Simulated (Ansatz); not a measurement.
Li:
```
CELL_PARAMETERS angstrom
     -1.71716     1.71716     1.71716
      1.71716    -1.71716     1.71716
      1.71716     1.71716    -1.71716
ATOMIC_POSITIONS crystal
  Li 0.00000 0.00000 0.00000
```

Relaxed with PBEsol. Special points in fractions of this cell's reciprocal vectors: Γ (0.000, 0.000, 0.000); H (0.500, -0.500, 0.500); N (0.000, 0.000, 0.500); P (0.250, 0.250, 0.250).

Task: List the band energies nearest the Fermi level at these points for plane-wave PAW PBEsol (Ansatz code).

Result: In eV from the Fermi level; about four levels below and three above (degenerate sets whole), none deeper than 8.9 eV; … stands for higher levels left out; points with the same levels are listed once.

```json
[
 {"k": "Γ", "below": "-3.59", "above": "…"},
 {"k": "H", "below": "–", "above": "5.51 5.51 5.51"},
 {"k": "N", "below": "–", "above": "0.22 3.23 10.38"},
 {"k": "P", "below": "–", "above": "3.36 3.36 3.36"}
]
```

Space group Im-3m (bcc (W type)). The cell was relaxed with PBEsol under the symmetry of its start; phonons on a q-mesh show no instability.

Potentials: the earlier of the program's two PAW sets.
